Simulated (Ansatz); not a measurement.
17O NMR of the central transition in Ba2MgC6N6O6

Cell: a measured structure from the Crystallography Open Database (COD), ions relaxed with PBE at fixed cell.

```cif
data_Ba2MgC6N6O6
_symmetry_space_group_name_H-M 'R-3:H'
_symmetry_Int_Tables_number 148
_cell_length_a 6.9794
_cell_length_b 6.9794
_cell_length_c 16.9761
_cell_angle_alpha 90.000
_cell_angle_beta 90.000
_cell_angle_gamma 120.000
loop_
_atom_site_label
_atom_site_type_symbol
_atom_site_symmetry_multiplicity
_atom_site_Wyckoff_symbol
_atom_site_fract_x
_atom_site_fract_y
_atom_site_fract_z
Ba Ba 6 c 0.0000 0.0000 0.7843
Mg Mg 3 a 0.0000 0.0000 0.0000
C C 18 f 0.8449 0.0576 0.4106
N N 18 f 0.7802 0.8390 0.4103
O O 18 f 0.6899 0.1087 0.4117
```

One atom of each set is listed; the run and its k-mesh use a cell of 21 atoms with edges of 6.95, 6.95, 6.95 Å.

Computed with Ansatz: DFT, PBE, plane waves and PAW, with spin–orbit coupling, 420 eV cutoff, Γ-centred 4×4×4 k-points, Fermi–Dirac smearing 0.02 eV.

17O has I = 5/2 and Q = -25.58 mb (Pyykkö 2018); at 7.05 T its Larmor frequency is ν₀ = 40.7 MHz. Only the quadrupole interaction is simulated: positions count from each site's isotropic chemical shift, and J coupling is left out, as are shift anisotropy and dipolar coupling, which fast spinning averages.

(1) Simulate the second-order pattern (fast magic-angle spinning, Gaussian broadening 1 kHz) of site O (1 C at 1.30 Å, 1 Mg at 2.12 Å, angle 125°; also 2 Ba at 2.86–2.91 Å).

Results:

(1) The calculation gives C_Q = -7.49 MHz and η = 0.94, so ν_Q = 1.12 MHz and the centre of gravity lies at -263 ppm (-10.7 kHz).

```
offset (kHz)  height
      -25.00       0
      -24.15       1
      -23.30       9
      -22.44      15
      -21.59      17
      -20.74      17
      -19.89      18
      -19.03      19
      -18.18      20
      -17.33      21
      -16.47      23
      -15.62      25
      -14.77      27
      -13.91      35
      -13.06      62
      -12.21      90
      -11.35     100
      -10.50      80
       -9.65      60
       -8.79      50
       -7.94      44
       -7.09      40
       -6.23      37
       -5.38      34
       -4.53      32
       -3.68      30
       -2.82      28
       -1.97      27
       -1.12      25
       -0.26      17
        0.59       3
        1.44       0
```
